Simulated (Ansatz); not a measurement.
Run on Ba (fcc type): DFT, LDA, PAW with Ansatz's default frozen-core files, scalar-relativistic (Ansatz 0.2.0). This run: cell relaxed at zero pressure.

The start is a guessed cell of a prototype that needn't be stable.

Command: `ansatz run input.yaml --threads 1 --pin off --max-ram 3584MiB --backend cpu --events-out ev --progress --plain --runs-dir out` It took 4.7 s on 1 thread of Arm Neoverse V2, with other jobs on the host, peak memory 0.32 GiB.

```yaml
crystal:
  lattice:
    - [0.0, 2.9972753039, 2.9972753039]
    - [2.9972753039, 0.0, 2.9972753039]
    - [2.9972753039, 2.9972753039, 0.0]
  atoms:
    - { symbol: Ba, position: [0.0, 0.0, 0.0] }
kpoints:
  mp_grid: { grid: [12, 12, 12] }
scf:
  occupations: { method: fermi_dirac, width: 0.05 }
hamiltonian:
  xc: lda
  pseudopotentials: { kind: paw }
output:
  forces: true
  stress: true
relax:
  f_tol: 0.005
  max_steps: 40
  cell: {}
```

Output:

```
Engine: ansatz 0.2.0
Pseudopotentials: kind: paw
Pseudopotential: Ba, paw, valence charge 10, recommended cutoff 420 eV (normal), Ba.paw.azcp
Functional definition: SPW92
  exchange = slater_x
  correlation = pw_c
Crystal: 1 atoms, lattice volume = 53.853 Å³
Basis set: ecut = 420 eV, 1067 PW (Γ)
Bands: 9, of which v1, the nominal top of the filled ones, is band 5 counted from 1 (4 counted from 0)
Symmetry: 48 space group operations
Space group: Fm-3m (ITA 225), of the structure as read, at distance tolerance 3.8e-5 Å
k-points: 72 of 1728
Non-local potential: Ba, projectors of the file, l = 0: 3, l = 1: 2, l = 2: 2, l = 3: 2
PAW form: soft (Blöchl's): semilocal exchange-correlation on the pseudo side does not see the compensation charge
PAW frozen core: Ba, regenerated for the run's functional, and the local potential with it (the file was generated under x = pbe(κ = 0.804, μ = 0.2195149727645171), c = pbe(β = 0.06672455060314922))
PAW one-centre angular grid: Ba, 194 points (default); XC on 64 Gauss nodes
Initial density: superposition of atomic densities (neutral atoms: chi_scale 0, normalization atom), corrected by the library's trained network
Initial wavefunctions: pseudopotential atomic-orbital guess
Functional: x = slater, c = lda
SCF iter   1: F=—  HF=-5779.575635 eV  |F-HF|=—  |Δ(HF+E_count)|=         —  Δρ=3.28e-3  dr2=3.29e-3  ethr=1.77e-3  ⟨swp⟩=7.5  Hψ=6398  notcnv=0
preconditioner: auto → none  [metal: Δε(μ)=0.028 eV  Ē_g=12.741 eV  σ=0.050 eV  W_gap=0.14  n_scr=8 (ndim 8)  ℏωp=14.3 eV  f_vac=0.000  D(μ)=1.68/eV (n_scr^D=14)  sad-step TF]
SCF iter   2: F=—  HF=-5779.575100 eV  |F-HF|=—  |Δ(HF+E_count)|=   5.35e-4  Δρ=1.77e-3  dr2=1.07e-3  ethr=3.29e-5  ⟨swp⟩=2.9  Hψ=1575  notcnv=0
SCF iter   3: F=—  HF=-5779.574949 eV  |F-HF|=—  |Δ(HF+E_count)|=   1.52e-4  Δρ=2.27e-4  dr2=3.38e-5  ethr=1.07e-5  ⟨swp⟩=1.6  Hψ=698  notcnv=0
SCF iter   4: F=—  HF=-5779.574938 eV  |F-HF|=—  |Δ(HF+E_count)|=   1.01e-5  Δρ=4.51e-5  dr2=2.81e-7  ethr=3.38e-7  ⟨swp⟩=2.2  Hψ=983  notcnv=0
iter 5 did not close the SCF: its close was put off for the readings that it lacked (scf_convergence_deferred on its scf_iter line)
SCF iter   5: F=-5779.574938 eV  HF=-5779.574938 eV  |F-HF|=1.34e-8  |Δ(HF+E_count)|=   6.36e-8  Δρ=6.79e-6  dr2=2.07e-8  ethr=2.81e-9  ⟨swp⟩=2.4  Hψ=1039  notcnv=0
SCF iter   6: F=-5779.574938 eV  HF=-5779.574938 eV  |F-HF|=2.06e-10  |Δ(HF+E_count)|=   7.35e-9  Δρ=6.73e-7  dr2=3.04e-10  ethr=2.07e-10  ⟨swp⟩=2.5  Hψ=2333  notcnv=0
SCF 1 converged in 6 iterations: F = -5779.574938 eV  dr2 = 3.04e-10
  greatest PAW one-centre occupation: 0.961 electrons in one spin orbital (limit 2), on the Ba atom at site 0 (counted from 0), in its partial waves of l = 0
relax step   1: F+E_penalty+E_count = -5779.57493833 eV  Δ(F+E_penalty+E_count) = +0.000e0 eV  max|allowed force component| = 0.000e0 eV/Å  Δτ_max = 0.0000 Å  P = -0.061 GPa  Ω = 53.853 Å³  (6 SCF iters, dr2 threshold 1.00e-7 eV, accepted)
Crystal: 1 atoms, lattice volume = 53.763 Å³
Initial density: handed on by an earlier stage of this run
Initial wavefunctions: those handed on with the density
iter 1 solved again at ethr=2.25e-9 eV; its pass at ethr=3.10e-3 eV (dr2=2.25e-7 eV) is discarded
SCF iter   1: F=—  HF=-5779.574969 eV  |F-HF|=—  |Δ(HF+E_count)|=         —  Δρ=3.05e-5  dr2=6.52e-7  ethr=2.25e-9  ⟨swp⟩=3.1  Hψ=7109  notcnv=0
eigensolver tolerance schedule calibrated: the retry pair's looser diagonalisation under-reported the residual by θ = 0.65 (0.11/decade); ethr = c·dr2/N_el runs at the constant in force after the calibration composes with the one it found (an armed cap, an earlier calibration), c = 8.8e-2
preconditioner: auto → none  [metal: Δε(μ)=0.025 eV  Ē_g=12.734 eV  σ=0.050 eV  W_gap=0.12  n_scr=8 (ndim 8)  ℏωp=14.3 eV  f_vac=0.000  D(μ)=1.68/eV (n_scr^D=14)]
SCF iter   2: F=—  HF=-5779.574969 eV  |F-HF|=—  |Δ(HF+E_count)|=   2.46e-7  Δρ=8.94e-6  dr2=3.72e-8  ethr=2.25e-9  ⟨swp⟩=2.0  Hψ=1016  notcnv=0
SCF iter   3: F=-5779.574969 eV  HF=-5779.574969 eV  |F-HF|=7.73e-10  |Δ(HF+E_count)|=   2.68e-9  Δρ=2.37e-6  dr2=1.69e-9  ethr=8.06e-11  ⟨swp⟩=4.5  Hψ=2107  notcnv=0
SCF 2 converged in 3 iterations: F = -5779.574969 eV  dr2 = 1.69e-9
relax step   2: F+E_penalty+E_count = -5779.57496882 eV  Δ(F+E_penalty+E_count) = -3.049e-5 eV  max|allowed force component| = 0.000e0 eV/Å  Δτ_max = 0.0000 Å  P = -0.045 GPa  Ω = 53.763 Å³  energy of the carried Pulay correction = +8.022e-7 eV  (3 SCF iters, dr2 threshold 9.18e-9 eV, accepted)
Initial wavefunctions: pseudopotential atomic-orbital guess (no wavefunctions were taken with the density)
iter 1 solved again at ethr=8.81e-8 eV; its pass at ethr=3.10e-3 eV (dr2=8.81e-6 eV) is discarded
SCF iter   1: F=—  HF=-5779.574969 eV  |F-HF|=—  |Δ(HF+E_count)|=         —  Δρ=2.30e-6  dr2=1.69e-9  ethr=8.81e-8  ⟨swp⟩=3.2  Hψ=8386  notcnv=0
eigensolver tolerance schedule: the retry pair's looser diagonalisation over-reported the residual by 5218.06 of it (diagonalisation noise at 0.17 of the residual, at the tolerance the schedule requests for it); recorded, not acted on — ethr = c·dr2/N_el stays at c = 1.0e-1
SCF iter   2: F=—  HF=-5779.574968 eV  |F-HF|=—  |Δ(HF+E_count)|=   5.25e-7  Δρ=1.20e-6  dr2=4.42e-10  ethr=1.69e-11  ⟨swp⟩=3.0  Hψ=1213  notcnv=0
SCF iter   3: F=-5779.574968 eV  HF=-5779.574968 eV  |F-HF|=1.82e-12  |Δ(HF+E_count)|=  2.51e-10  Δρ=7.72e-8  dr2=6.19e-12  ethr=1.00e-12  ⟨swp⟩=5.1  Hψ=2951  notcnv=0
SCF 3 converged in 3 iterations: F = -5779.574968 eV  dr2 = 6.19e-12
relax step   3: F+E_penalty+E_count = -5779.57496808 eV  Δ(F+E_penalty+E_count) = +7.440e-7 eV  max|allowed force component| = 0.000e0 eV/Å  Δτ_max = 0.0000 Å  P = -0.045 GPa  Ω = 53.763 Å³  stress off target by 4.52e-2 GPa  SCF on the basis re-selected at this cell (its energy is not comparable with the rows above)  (3 SCF iters)
basis re-selected at this cell: Δ(F+E_penalty+E_count) = +7.440e-7 eV, ΔP = -0.000 GPa vs the last step (what re-selecting the basis moved, of the pressure what is left beyond the Pulay correction that the steps carried, after the strain that the cell walked since its last selection, with what the two solves' SCF thresholds leave and, on support functions, any second-order correction that the steps lacked; it is no measure of the basis error at this ecutwfc). This SCF's stress stands 4.52e-2 GPa from its target on what of the cell is left free (relax.cell.stress_tol is 5.00e-2 GPa) and its largest allowed force component is 0.00e0 eV/Å (relax.f_tol is 5.00e-3 eV/Å): within both
SCF converged after 3 iterations
Free energy (F): -5779.574968 eV
Harris-Foulkes:  -5779.574968 eV  (|F-HF|=1.82e-12)
Internal energy: -5779.561611 eV  (E = F + TS)
E sigma→0 (E₀):  -5779.568290 eV
Entropy (-TS):   -0.013357 eV (-13.357 meV/atom)
Fermi energy:    6.884569 eV
--- Per-component energies (eV) ---
  E_band       = -72.257899
  E_kinetic    = 167.663354
  E_local      = -339.701510  (includes V_loc(G=0)·N_el)
  E_nonlocal   = 60.482133
  E_hartree    = 106.190990
  E_xc         = -165.693337
  E_vxc        = -134.349133  (∫ρ·V_xc dr)
  E_paw        = -5057.808655  (= ΣΔE_a)
  E_vpaw       = -38.734674  (= ΣTr[D̂ρ^β])
  E_aug_tail   = -0.000002  (compensation charges beyond the density's cutoff)
  E_ewald      = -550.977101
  E_core_change = 0.282516  (= ΣΔE_core)
  E_smearing   = -0.013357  (= −TS)
  E_closure    = -0.000000  (closes the sum)
  Σ components = -5779.574968   (vs F -5779.574968, Δ=0.00e0)
--- Forces (eV/Å), atoms counted from 1 ---
  atom   1  Ba     0.00000000     0.00000000     0.00000000
  max |Σ_I F_I| component: 1.15e-31 eV/Å
--- Stress (GPa, compression-positive) ---
       -0.045159      -0.000000      -0.000000
       -0.000000      -0.045159      -0.000000
       -0.000000      -0.000000      -0.045159
  P = ⅓ Tr σ = -0.0452 GPa (-0.452 kbar)
--- Relaxed structure (2 steps of the walk, 2 accepted, 1 SCFs on fresh bases) ---
  F+E_penalty+E_count = -5779.57496808 eV   max|allowed force component| = 0.000e0 eV/Å   (the final SCF, on the basis selected at the relaxed cell)
  cell:  # Å, volume = 53.7630 Å³
    - [2.4203017156254052e-34, 2.9956049158297087, 2.9956049158297087]
    - [2.9956049158297087, -6.369215041119489e-35, 2.9956049158297087]
    - [2.9956049158297087, 2.9956049158297087, -5.095372032895588e-35]
  atoms:
    - { symbol: Ba, position: [0.0, 0.0, 0.0] }
```

Next run (fcc relaxed under pressure), as changes to the input before:

```diff
   lattice:
-    - [0.0, 2.9972753039, 2.9972753039]
-    - [2.9972753039, 0.0, 2.9972753039]
-    - [2.9972753039, 2.9972753039, 0.0]
+    - [0.0, 2.7958554661, 2.7958554661]
+    - [2.7958554661, 0.0, 2.7958554661]
+    - [2.7958554661, 2.7958554661, 0.0]
   atoms:
   stress: true
+  eigenvalues: true
+  write_density: true
+  write_potential: true
+  elf: true
+  volumetric_format: npy
 relax:
   max_steps: 40
-  cell: {}
+  cell: { p_target: 2.3, stress_tol: 0.03 }
```

Results part of the output:

```
basis re-selected at this cell: Δ(F+E_penalty+E_count) = -3.410e-9 eV, ΔP = +0.000 GPa vs the last step (what re-selecting the basis moved, of the pressure what is left beyond the Pulay correction that the steps carried, after the strain that the cell walked since its last selection, with what the two solves' SCF thresholds leave and, on support functions, any second-order correction that the steps lacked; it is no measure of the basis error at this ecutwfc). This SCF's stress stands 1.71e-2 GPa from its target on what of the cell is left free (relax.cell.stress_tol is 3.00e-2 GPa) and its largest allowed force component is 0.00e0 eV/Å (relax.f_tol is 5.00e-3 eV/Å): within both
SCF converged after 4 iterations
Free energy (F): -5779.508626 eV
Harris-Foulkes:  -5779.508626 eV  (|F-HF|=4.55e-12)
Internal energy: -5779.494073 eV  (E = F + TS)
E sigma→0 (E₀):  -5779.501350 eV
Entropy (-TS):   -0.014553 eV (-14.553 meV/atom)
Fermi energy:    8.821748 eV
--- Per-component energies (eV) ---
  E_band       = -50.388500
  E_kinetic    = 169.666335
  E_local      = -284.207738  (includes V_loc(G=0)·N_el)
  E_nonlocal   = 60.904872
  E_hartree    = 88.968017
  E_xc         = -166.788798
  E_vxc        = -135.823075  (∫ρ·V_xc dr)
  E_paw        = -5057.977702  (= ΣΔE_a)
  E_vpaw       = -38.864946  (= ΣTr[D̂ρ^β])
  E_aug_tail   = -0.000002  (compensation charges beyond the density's cutoff)
  E_ewald      = -590.341572
  E_core_change = 0.282516  (= ΣΔE_core)
  E_smearing   = -0.014553  (= −TS)
  E_closure    = 0.000000  (closes the sum)
  Σ components = -5779.508626   (vs F -5779.508626, Δ=0.00e0)
--- Forces (eV/Å), atoms counted from 1 ---
  atom   1  Ba     0.00000000    -0.00000000    -0.00000000
  max |Σ_I F_I| component: 2.50e-30 eV/Å
--- Stress (GPa, compression-positive) ---
        2.317062       0.000000      -0.000000
        0.000000       2.317062       0.000000
        0.000000       0.000000       2.317062
  P = ⅓ Tr σ = 2.3171 GPa (23.171 kbar)
--- Band table (eV; the first three rows and the last of 72) ---
  k-point 0: bands = ["-19.5920", "-4.0613", "-4.0613", "-4.0613", "6.0966", "10.9737", "10.9737", "10.9737", "13.3522"]
  k-point 1: bands = ["-19.5800", "-4.1695", "-4.0734", "-4.0734", "6.2954", "10.7152", "11.0540", "11.0540", "13.1334"]
  k-point 2: bands = ["-19.5471", "-4.4509", "-4.1060", "-4.1060", "6.8095", "10.2909", "11.2093", "11.2093", "12.8469"]
  k-point 71: bands = ["-19.3471", "-4.9731", "-4.9731", "-4.5888", "8.6602", "9.9894", "9.9894", "11.6316", "15.0809"]
--- Relaxed structure (1 steps of the walk, 1 accepted, 1 SCFs on fresh bases) ---
  F+E_penalty+E_count = -5779.50862644 eV   max|allowed force component| = 0.000e0 eV/Å   (the final SCF, on the basis selected at the relaxed cell)
  cell:  # Å, volume = 43.7093 Å³
    - [0.0, 2.7958554661, 2.7958554661]
    - [2.7958554661, 0.0, 2.7958554661]
    - [2.7958554661, 2.7958554661, 0.0]
  atoms:
    - { symbol: Ba, position: [0.0, 0.0, 0.0] }
```

Next run (bcc relaxed under pressure), as changes to the input before:

```diff
   lattice:
-    - [0.0, 2.7958554661, 2.7958554661]
-    - [2.7958554661, 0.0, 2.7958554661]
-    - [2.7958554661, 2.7958554661, 0.0]
+    - [-2.219071954, 2.219071954, 2.219071954]
+    - [2.219071954, -2.219071954, 2.219071954]
+    - [2.219071954, 2.219071954, -2.219071954]
   atoms:
   eigenvalues: true
-  write_density: true
-  write_potential: true
-  elf: true
-  volumetric_format: npy
 relax:
```

Results part of the output:

```
basis re-selected at this cell: Δ(F+E_penalty+E_count) = -1.559e-5 eV, ΔP = +0.001 GPa vs the last step (what re-selecting the basis moved, of the pressure what is left beyond the Pulay correction that the steps carried, after the strain that the cell walked since its last selection, with what the two solves' SCF thresholds leave and, on support functions, any second-order correction that the steps lacked; it is no measure of the basis error at this ecutwfc). This SCF's stress stands 3.19e-3 GPa from its target on what of the cell is left free (relax.cell.stress_tol is 3.00e-2 GPa) and its largest allowed force component is 0.00e0 eV/Å (relax.f_tol is 5.00e-3 eV/Å): within both
SCF converged after 5 iterations
Free energy (F): -5779.529520 eV
Harris-Foulkes:  -5779.529520 eV  (|F-HF|=3.64e-12)
Internal energy: -5779.520956 eV  (E = F + TS)
E sigma→0 (E₀):  -5779.525238 eV
Entropy (-TS):   -0.008565 eV (-8.565 meV/atom)
Fermi energy:    8.575804 eV
--- Per-component energies (eV) ---
  E_band       = -53.451474
  E_kinetic    = 169.376704
  E_local      = -290.851881  (includes V_loc(G=0)·N_el)
  E_nonlocal   = 60.816894
  E_hartree    = 90.844374
  E_xc         = -166.658976
  E_vxc        = -135.636441  (∫ρ·V_xc dr)
  E_paw        = -5057.947721  (= ΣΔE_a)
  E_vpaw       = -38.845497  (= ΣTr[D̂ρ^β])
  E_aug_tail   = -0.000002  (compensation charges beyond the density's cutoff)
  E_ewald      = -585.382863
  E_core_change = 0.282516  (= ΣΔE_core)
  E_smearing   = -0.008565  (= −TS)
  E_closure    = -0.000000  (closes the sum)
  Σ components = -5779.529520   (vs F -5779.529520, Δ=0.00e0)
--- Forces (eV/Å), atoms counted from 1 ---
  atom   1  Ba     0.00000000    -0.00000000     0.00000000
  max |Σ_I F_I| component: 8.15e-30 eV/Å
--- Stress (GPa, compression-positive) ---
        2.303188       0.000000      -0.000000
       -0.000000       2.303188       0.000000
        0.000000       0.000000       2.303188
  P = ⅓ Tr σ = 2.3032 GPa (23.032 kbar)
--- Band table (eV; the first three rows and the last of 72) ---
  k-point 0: bands = ["-19.9016", "-4.4118", "-4.4118", "-4.4118", "5.8069", "10.7171", "10.7171", "10.7171", "12.7162"]
  k-point 1: bands = ["-19.8900", "-4.5117", "-4.4399", "-4.4132", "6.0095", "10.5400", "10.6154", "10.9003", "12.3077"]
  k-point 2: bands = ["-19.8582", "-4.7717", "-4.5154", "-4.4169", "6.5397", "10.1473", "10.2583", "11.4332", "12.0988"]
  k-point 71: bands = ["-19.6006", "-5.2687", "-5.2687", "-5.2687", "7.4466", "7.4466", "13.8692", "13.8692", "13.8692"]
--- Relaxed structure (3 steps of the walk, 3 accepted, 1 SCFs on fresh bases) ---
  F+E_penalty+E_count = -5779.52952037 eV   max|allowed force component| = 0.000e0 eV/Å   (the final SCF, on the basis selected at the relaxed cell)
  cell:  # Å, volume = 44.8379 Å³
    - [-2.238008439461664, 2.238008439461664, 2.238008439461664]
    - [2.238008439461664, -2.238008439461664, 2.238008439461664]
    - [2.238008439461664, 2.238008439461664, -2.238008439461664]
  atoms:
    - { symbol: Ba, position: [0.0, 0.0, 0.0] }
```

Next run (hcp relaxed under pressure), as changes to the input before:

```diff
   lattice:
-    - [-2.219071954, 2.219071954, 2.219071954]
-    - [2.219071954, -2.219071954, 2.219071954]
-    - [2.219071954, 2.219071954, -2.219071954]
+    - [3.9644793935, 0.0, 0.0]
+    - [-1.9822396968, 3.4333398676, 0.0]
+    - [0.0, 0.0, 6.4224566175]
   atoms:
-    - { symbol: Ba, position: [0.0, 0.0, 0.0] }
+    - { symbol: Ba, position: [0.3333333333, 0.6666666667, 0.25] }
+    - { symbol: Ba, position: [0.6666666667, 0.3333333333, 0.75] }
 kpoints:
-  mp_grid: { grid: [12, 12, 12] }
+  mp_grid: { grid: [11, 11, 6] }
 scf:
```

Results part of the output:

```
basis re-selected at this cell: Δ(F+E_penalty+E_count) = +7.269e-6 eV, ΔP = -0.000 GPa vs the last step (what re-selecting the basis moved, of the pressure what is left beyond the Pulay correction that the steps carried, after the strain that the cell walked since its last selection, with what the two solves' SCF thresholds leave and, on support functions, any second-order correction that the steps lacked; it is no measure of the basis error at this ecutwfc). This SCF's stress stands 2.85e-2 GPa from its target on what of the cell is left free (relax.cell.stress_tol is 3.00e-2 GPa) and its largest allowed force component is 1.85e-17 eV/Å (relax.f_tol is 5.00e-3 eV/Å): within both
SCF converged after 4 iterations
Free energy (F): -11559.034880 eV
Harris-Foulkes:  -11559.034880 eV  (|F-HF|=3.64e-12)
Internal energy: -11559.020864 eV  (E = F + TS)
E sigma→0 (E₀):  -11559.027872 eV
Entropy (-TS):   -0.014016 eV (-7.008 meV/atom)
Fermi energy:    9.038629 eV
--- Per-component energies (eV) ---
  E_band       = -97.678543
  E_kinetic    = 339.583240
  E_local      = -560.676411  (includes V_loc(G=0)·N_el)
  E_nonlocal   = 121.816378
  E_hartree    = 175.606339
  E_xc         = -333.756030
  E_vxc        = -271.885183  (∫ρ·V_xc dr)
  E_paw        = -10115.960502  (= ΣΔE_a)
  E_vpaw       = -77.729209  (= ΣTr[D̂ρ^β])
  E_aug_tail   = -0.000005  (compensation charges beyond the density's cutoff)
  E_ewald      = -1186.198905
  E_core_change = 0.565031  (= ΣΔE_core)
  E_smearing   = -0.014016  (= −TS)
  E_closure    = -0.000000  (closes the sum)
  Σ components = -11559.034880   (vs F -11559.034880, Δ=0.00e0)
--- Forces (eV/Å), atoms counted from 1 ---
  atom   1  Ba    -0.00000000    -0.00000000    -0.00000000
  atom   2  Ba     0.00000000     0.00000000     0.00000000
  max |Σ_I F_I| component: 3.47e-18 eV/Å
--- Stress (GPa, compression-positive) ---
        2.293703      -0.000000      -0.000000
       -0.000000       2.293703       0.000000
       -0.000000       0.000000       2.328528
  P = ⅓ Tr σ = 2.3053 GPa (23.053 kbar)
--- Band table (eV; the first three rows and the last of 64) ---
  k-point 0: bands = ["-19.4435", "-19.2133", "-5.3839", "-4.1302", "-4.1302", "-3.9025", "-3.9025", "-3.8292", "6.2703", "7.8080", "10.9794", "10.9794", "11.3529", "11.7138"]
  k-point 1: bands = ["-19.4286", "-19.2293", "-5.2937", "-4.1154", "-4.1154", "-3.9523", "-3.9182", "-3.9182", "6.4866", "7.8527", "10.8880", "10.8880", "11.1642", "11.5240"]
  k-point 2: bands = ["-19.3876", "-19.2726", "-5.0395", "-4.2706", "-4.0745", "-4.0745", "-3.9606", "-3.9606", "7.0404", "7.8926", "10.7325", "10.8108", "10.8182", "10.8182"]
  k-point 63: bands = ["-19.2077", "-19.2077", "-5.0965", "-5.0965", "-4.6760", "-4.6760", "-4.0815", "-4.0815", "8.8681", "8.8681", "9.5423", "9.5423", "10.6034", "10.6034"]
--- Relaxed structure (3 steps of the walk, 3 accepted, 1 SCFs on fresh bases) ---
  F+E_penalty+E_count = -11559.03487997 eV   max|allowed force component| = 1.850e-17 eV/Å   (the final SCF, on the basis selected at the relaxed cell)
  cell:  # Å, volume = 86.1153 Å³
    - [3.9955106786786425, 2.9093424140968232e-11, 0.0]
    - [-1.9977553393645169, 3.460213748813161, 0.0]
    - [0.0, 0.0, 6.228812204496826]
  atoms:
    - { symbol: Ba, position: [0.3333333333333333, 0.6666666666666666, 0.25000000000000006] }
    - { symbol: Ba, position: [0.6666666666666667, 0.33333333333333337, 0.7500000000000001] }
```

Spin–orbit coupling is left out, which matters for the heavy atoms. The PAW files were made under PBE.
